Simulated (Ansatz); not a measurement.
# Stability checks on a candidate for Cd3Se2S

It was reached by relaxing an invented guess, and it needn't be the stable form of this composition.

Level of theory: DFT PBE, scalar-relativistic, plane waves, PAW in Ansatz. The final run on the 6-atom cell used 420 eV, a Γ-centred 12×12×4 mesh, 0.02 eV smearing and no spin polarisation.

Space group P3m1 (No. 156). a = 4.316 Å, b = 4.316 Å, c = 10.586 Å, α = 90.00°, β = 90.00°, γ = 120.00°
```
atom  site  symmetry       x       y       z
  Cd    1b       3m. 0.3333  0.6667  0.0003
  Cd    1c       3m. 0.6667  0.3333  0.6578
  Cd    1a       3m. 0.0000  0.0000  0.3424
  Se    1c       3m. 0.6667  0.3333  0.9113
  Se    1b       3m. 0.3333  0.6667  0.2532
   S    1a       3m. 0.0000  0.0000  0.5849
```

Energies over the elements count from the elements' standard structures at the same level, with no fitted energy shifts.

Task: These tests were run: energy against the elements; random kick, then relaxation without symmetry; elastic tensor. What do they show?

Result:

| test | result |
| --- | --- |
| energy against the elements | −0.634 eV/atom |
| random kick, then relaxation without symmetry | returns |
| elastic tensor | least eigenvalue 9 GPa |

It fails none of these tests. Other phases of the system weren't compared here, so this isn't yet thermodynamic stability. Phonons away from Γ weren't computed.

The reference forms of S and Se are held partly by dispersion forces, which this level lacks. The kick test ran on a coarse mesh. The run for the elastic tensor used a 12×12×4 k mesh.
